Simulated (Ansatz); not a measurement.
KIn$_{9}$Ni$_{2}$ in space group P6/mmm (No. 191; K on 1a, Ni on 2c, In on 6m, In on 3f) at seven volumes, r²SCAN (plane waves, PAW; program Ansatz), shape and atoms relaxed at each. One row is withheld.

```json
[
 {"V (Å³/atom)": "21.769", "P (GPa)": "6.14"},
 {"V (Å³/atom)": "22.487", "P (GPa)": "3.70"},
 {"V (Å³/atom)": "23.205", "P (GPa)": "?"},
 {"V (Å³/atom)": "23.922", "P (GPa)": "0.02"},
 {"V (Å³/atom)": "24.640", "P (GPa)": "-1.37"},
 {"V (Å³/atom)": "25.358", "P (GPa)": "-2.52"},
 {"V (Å³/atom)": "26.075", "P (GPa)": "-3.45"}
]
```

Problem. Fit the shown pressures and predict the withheld one.

Solution. Third-order Birch–Murnaghan: P = (3/2)B₀(x^(7/2) − x^(5/2))[1 + (3/4)(B′ − 4)(x − 1)] with x = (V₀/V)^(2/3). Least squares on the six rows gives V₀ = 23.929 Å³/atom, B₀ = 50.50 GPa, B′ = 5.30. At V = 23.205, x = 1.0207 and P = 1.68 GPa. The run itself gave 1.70 GPa.

The workflow started from an entry of the Crystallography Open Database (COD, 293 K). Whether it is the stable phase at ambient conditions was not checked. The r²SCAN relaxation kept the symmetry of its start; whether a distortion lowers the energy is not shown. The workflow began spin-polarised and lost its moments.

Potentials: the later of the program's two PAW sets.
